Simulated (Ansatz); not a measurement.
W:
```
W
1.0
   -1.56794     1.56794     1.56794
    1.56794    -1.56794     1.56794
    1.56794     1.56794    -1.56794
W
1
Direct
  0.00000   0.00000   0.00000
```

Relaxed with LDA. Special points in fractions of this cell's reciprocal vectors: Γ (0.000, 0.000, 0.000); H (0.500, -0.500, 0.500); N (0.000, 0.000, 0.500); P (0.250, 0.250, 0.250).

**Question.** List the band energies nearest the Fermi level at these points for LDA in the plane-wave PAW code Ansatz.

**Answer.** In eV from the Fermi level; about four levels below and three above (degenerate sets whole), none deeper than 8.9 eV; … stands for higher levels left out; points with the same levels are listed once.

| k | below | above |
|---|---|---|
| Γ | -1.30 -1.30 -1.30 | 2.26 2.26 … |
| H | -6.05 -6.05 | 5.35 5.35 5.35 |
| N | -6.43 -3.71 | 0.93 2.17 3.18 |
| P | -2.98 -2.98 -2.98 | 3.35 3.35 6.83 |

Space group Im-3m (bcc (W type)). The cell was relaxed with LDA under the symmetry of its start. The run is not spin-polarised. Scalar-relativistic: spin–orbit coupling is off unless named, which matters more the heavier the elements.

Potentials: the later of the program's two PAW sets.
